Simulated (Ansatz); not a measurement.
ZnWO4:
```
CELL_PARAMETERS angstrom
      4.66447     0.00000     0.00000
      0.00000     5.71521     0.00000
     -0.05030     0.00000     4.90797
ATOMIC_POSITIONS crystal
  Zn 0.50000 0.67789 0.75000
  Zn 0.50000 0.32211 0.25000
  W  0.00000 0.18135 0.75000
  W  0.00000 0.81865 0.25000
  O  0.78300 0.10572 0.06514
  O  0.21700 0.89428 0.93486
  O  0.21700 0.10572 0.43486
  O  0.78300 0.89428 0.56514
  O  0.74259 0.37611 0.59701
  O  0.25741 0.62389 0.40299
  O  0.25741 0.37611 0.90299
  O  0.74259 0.62389 0.09701
```

Relaxed with PBEsol. Independent-particle spectrum: no excitons, no local fields, no scissors shift; 0.1 eV broadening; ε₁ of the summed bands alone.

Question: Tabulate the dielectric function from the program Ansatz at the PBEsol level (PAW).

Answer: 

| E (eV) | ε₁ xx | ε₂ xx | ε₁ yy | ε₂ yy | ε₁ zz | ε₂ zz |
|---|---|---|---|---|---|---|
| 0.0 | 6.36 | 0.00 | 5.58 | 0.00 | 6.20 | 0.00 |
| 0.5 | 6.41 | 0.00 | 5.62 | 0.00 | 6.24 | 0.00 |
| 1.0 | 6.55 | 0.00 | 5.72 | 0.00 | 6.37 | 0.00 |
| 1.5 | 6.82 | 0.00 | 5.91 | 0.00 | 6.61 | 0.00 |
| 2.0 | 7.27 | 0.00 | 6.23 | 0.00 | 7.00 | 0.00 |
| 2.5 | 8.06 | 0.00 | 6.77 | 0.00 | 7.68 | 0.00 |
| 3.0 | 9.76 | 0.06 | 8.02 | 0.05 | 9.10 | 0.31 |
| 3.5 | 12.89 | 3.97 | 9.08 | 1.86 | 11.97 | 2.15 |
| 4.0 | 12.65 | 9.93 | 10.71 | 5.06 | 11.82 | 7.31 |
| 4.5 | 3.23 | 13.05 | 4.76 | 8.45 | 5.92 | 9.55 |
| 5.0 | -0.28 | 7.56 | 3.65 | 5.78 | 4.07 | 9.08 |
| 5.5 | 0.49 | 5.14 | 2.79 | 4.66 | 0.92 | 7.72 |
| 6.0 | 1.44 | 4.08 | 2.31 | 3.81 | 0.13 | 4.87 |
| 6.5 | 1.36 | 3.71 | 3.78 | 3.38 | 1.61 | 3.34 |
| 7.0 | 1.61 | 2.97 | 4.00 | 4.09 | 1.98 | 3.21 |
| 7.5 | 2.35 | 2.76 | 2.66 | 5.10 | 3.49 | 4.04 |
| 8.0 | 2.74 | 3.69 | 2.24 | 4.29 | 2.52 | 4.53 |
| 8.5 | 2.34 | 3.88 | 2.16 | 4.54 | 1.63 | 5.12 |
| 9.0 | 2.00 | 4.36 | 2.07 | 4.62 | 1.06 | 4.41 |
| 9.5 | 1.15 | 4.27 | 1.16 | 4.54 | 0.96 | 5.25 |
| 10.0 | 1.16 | 3.86 | 0.42 | 3.96 | -0.46 | 4.22 |
| 10.5 | 0.67 | 3.80 | 0.27 | 3.88 | -0.01 | 2.82 |
| 11.0 | 0.10 | 3.88 | 0.13 | 3.13 | -0.06 | 3.08 |
| 11.5 | 0.00 | 3.09 | 0.09 | 2.82 | 0.11 | 2.44 |
| 12.0 | -0.08 | 2.79 | 0.20 | 2.57 | 0.13 | 2.40 |

Question: From ε at 3.4 eV (xx: 13.20 + 2.52i), find n, k, the normal reflectivity and the absorption coefficient.

Answer: n = 3.65, k = 0.345, R = 33 %, α = 2kE/ħc = 120000 cm⁻¹.

With all bands, ε∞ without local fields is 6.59 (xx), 5.81 (yy), 6.42 (zz). DFPT, with local fields, gives 5.28 (xx), 5.13 (yy), 5.89 (zz).

Space group P2/c. The first step of the workflow began from a Materials Project structure, measured or hypothetical; the Crystallography Open Database files this formula in space group No. 13, but the cells were not matched. Its standing as an ambient phase is unchecked. The PBEsol relaxation kept the symmetry of its start; its stability against distortions is not shown here. The run is not spin-polarised. No Hubbard U is applied. Spin–orbit coupling is left out wherever it is not named.

Potentials: the later of the program's two PAW sets.
